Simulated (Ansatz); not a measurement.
Method: DFT PBE, scalar-relativistic, plane waves, PAW (Ansatz 0.2.0). All cells share a 420 eV cutoff and Γ-centred k meshes spaced at most about 0.3 Å⁻¹ (about 0.25 or finer for metals, 2π included). Collinear spin in cells that started with moments and kept them past the coarse steps, no spin elsewhere.

All energies are static (0 K, no zero-point motion).

Two forms of CdRuC₆N₆ were relaxed alike.

1. (site moments Ru 1.0 μB)

```yaml
crystal:
  lattice:
    - [0.00000, 5.59311, 5.59311]
    - [5.59311, 0.00000, 5.59311]
    - [5.59311, 5.59311, 0.00000]
  atoms:
    - { symbol: Cd, position: [0.00000, 0.00000, 0.00000] }
    - { symbol: Ru, position: [0.50000, 0.50000, 0.50000] }
    - { symbol: C, position: [0.78276, 0.21724, 0.21724] }
    - { symbol: C, position: [0.21724, 0.78276, 0.21724] }
    - { symbol: C, position: [0.21724, 0.21724, 0.78276] }
    - { symbol: C, position: [0.21724, 0.78276, 0.78276] }
    - { symbol: C, position: [0.78276, 0.21724, 0.78276] }
    - { symbol: C, position: [0.78276, 0.78276, 0.21724] }
    - { symbol: N, position: [0.67781, 0.32219, 0.32219] }
    - { symbol: N, position: [0.32219, 0.67781, 0.32219] }
    - { symbol: N, position: [0.32219, 0.32219, 0.67781] }
    - { symbol: N, position: [0.32219, 0.67781, 0.67781] }
    - { symbol: N, position: [0.67781, 0.32219, 0.67781] }
    - { symbol: N, position: [0.67781, 0.67781, 0.32219] }
```

2. (site moments Ru 0.9 μB)

```yaml
crystal:
  lattice:
    - [0.00000, 5.55347, 5.55347]
    - [5.55347, 0.00000, 5.55347]
    - [5.55347, 5.55347, 0.00000]
  atoms:
    - { symbol: Cd, position: [0.50000, 0.50000, 0.50000] }
    - { symbol: Ru, position: [0.00000, 0.00000, 0.00000] }
    - { symbol: C, position: [0.81665, 0.18335, 0.18335] }
    - { symbol: C, position: [0.18335, 0.81665, 0.18335] }
    - { symbol: C, position: [0.18335, 0.18335, 0.81665] }
    - { symbol: C, position: [0.18335, 0.81665, 0.81665] }
    - { symbol: C, position: [0.81665, 0.18335, 0.81665] }
    - { symbol: C, position: [0.81665, 0.81665, 0.18335] }
    - { symbol: N, position: [0.71141, 0.28859, 0.28859] }
    - { symbol: N, position: [0.28859, 0.71141, 0.28859] }
    - { symbol: N, position: [0.28859, 0.28859, 0.71141] }
    - { symbol: N, position: [0.28859, 0.71141, 0.71141] }
    - { symbol: N, position: [0.71141, 0.28859, 0.71141] }
    - { symbol: N, position: [0.71141, 0.71141, 0.28859] }
```

**Question.** Which placement of the atoms is lower in energy, and by how much?

**Answer.** Cell 2 is lower, by 164 meV/atom. The two share one framework of sites and differ in which element sits where. Cell 1 has space group Fm-3m (No. 225), 25.0 Å³/atom and no gap on its mesh; cell 2 has space group Fm-3m (No. 225), 24.5 Å³/atom and no gap. The shortest distance is 1.17 Å (C–N) in cell 1 and 1.17 Å (C–N) in cell 2. Even the lower one lies +0.51 eV/atom against the reference forms of the elements (uncorrected), so neither is stable at this level. In cell 1, around Cd lie 6 C at 2.43 Å; Ru has 6 N at 1.99 Å; C is surrounded by 1 N at 1.17 Å and 1 Cd at 2.43 Å; around N lie 1 C at 1.17 Å and 1 Ru at 1.99 Å. In cell 2, Cd is surrounded by 6 N at 2.35 Å; Ru is surrounded by 6 C at 2.04 Å; around C lie 1 N at 1.17 Å and 1 Ru at 2.04 Å; around N lie 1 C at 1.17 Å and 1 Cd at 2.35 Å. Both come from invented guesses.

Another magnetic order may lie lower. Cells relaxed within their symmetry can be saddle points.
